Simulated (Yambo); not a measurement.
G0W0@LDA for GaAs (zinc blende, space group F-43m, No. 216) in Yambo. Reference settings: 4×4×4 Γ-centred k mesh, 111 bands and a 10 Ry block in the screening, 111 bands in G with the Bruneval-Gonze terminator, plasmon pole fitted at 27.2 eV. The LDA gap Γ → Γ on this mesh is 0.49 eV; G0W0 gaps are taken between the same points.

With and without the terminator, as bands are cut:

```json
[
 {"bands in G (in W)": "28 (28)", "gap, terminator (eV)": "1.461", "gap, none (eV)": "1.470", "valence shift, terminator (eV)": "-0.226", "valence shift, none (eV)": "0.141"},
 {"bands in G (in W)": "43 (43)", "gap, terminator (eV)": "1.412", "gap, none (eV)": "1.426", "valence shift, terminator (eV)": "-0.434", "valence shift, none (eV)": "-0.173"},
 {"bands in G (in W)": "61 (61)", "gap, terminator (eV)": "1.373", "gap, none (eV)": "1.373", "valence shift, terminator (eV)": "-0.558", "valence shift, none (eV)": "-0.367"},
 {"bands in G (in W)": "86 (86)", "gap, terminator (eV)": "1.346", "gap, none (eV)": "1.338", "valence shift, terminator (eV)": "-0.627", "valence shift, none (eV)": "-0.499"},
 {"bands in G (in W)": "111 (111)", "gap, terminator (eV)": "1.326", "gap, none (eV)": "1.314", "valence shift, terminator (eV)": "-0.673", "valence shift, none (eV)": "-0.578"}
]
```

Over this range the gap spans 0.135 eV with the terminator and 0.156 eV without, the valence shift 0.447 eV and 0.719 eV. Neither column has reached its limit for certain.

The standard potentials for As, Ga keep a d shell in the valence without the s and p states of that shell. In tests on such compounds this moved G0W0 gaps by up to about 0.9 eV, so absolute quasiparticle energies here are unreliable; differences between settings are what counts.

Spin-orbit coupling is not included.

Geometry relaxed with LDA; primitive cell a = b = c = 3.9602 Å, α = β = γ = 60.00°.

A shift is the quasiparticle energy of the state minus its LDA energy.
